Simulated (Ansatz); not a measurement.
The start is a generated cell, Ir placed in the AFLOW prototype A_cI16_206_c (as in Si). Cell shape, volume and atoms are optimised at zero target pressure with PBE (plane waves to 420 eV, PAW, scalar-relativistic; Ansatz, an electronic-structure program). The first steps use a coarse 8×8×8 k-mesh.

Input geometry:
```
Ir
1.0
   -3.04781     3.04781     3.04781
    3.04781    -3.04781     3.04781
    3.04781     3.04781    -3.04781
Ir
8
Direct
  0.29980   0.29980   0.29980
  0.50000   0.00000   0.20020
  0.00000   0.20020   0.50000
  0.20020   0.50000   0.00000
  0.70020   0.70020   0.70020
  0.50000   0.00000   0.79980
  0.00000   0.79980   0.50000
  0.79980   0.50000   0.00000
```

How do the shortest distances between atoms change?

The closest pairs of elements (up to four, under 3.6 Å), start → end: Ir–Ir 2.11 → 2.36 Å.

What does it relax into? Give the structure.


Space group Ia-3 (No. 206); a = b = c = 6.670 Å, α = β = γ = 90.00°

| atom | site | symmetry | x | y | z |
|---|---|---|---|---|---|
| Ir | 16c | .3. | 0.1277 | 0.1277 | 0.1277 |
(The calculation used a cell of 8 atoms; values per cell refer to that cell.)

The space group stays Ia-3 (No. 206) (the run could not lower it); the end is AFLOW prototype A_cI16_206_c (as in Si), with 8 atoms in the primitive cell. Final values are on a 10×10×10 k-mesh of the relaxed cell. The start holds a very short contact (Ir–Ir 2.11 Å). No spin polarisation in the result.

The run could not lose the symmetry of its start: the end is stationary, and may be a saddle point rather than a minimum.

The relaxed structure here is a generated cell of Ir: the first start was made by placing the elements on the sites of a structure type, and the end was not matched to a known phase here, so it may be hypothetical. Known forms of Ir include space group No. 225.
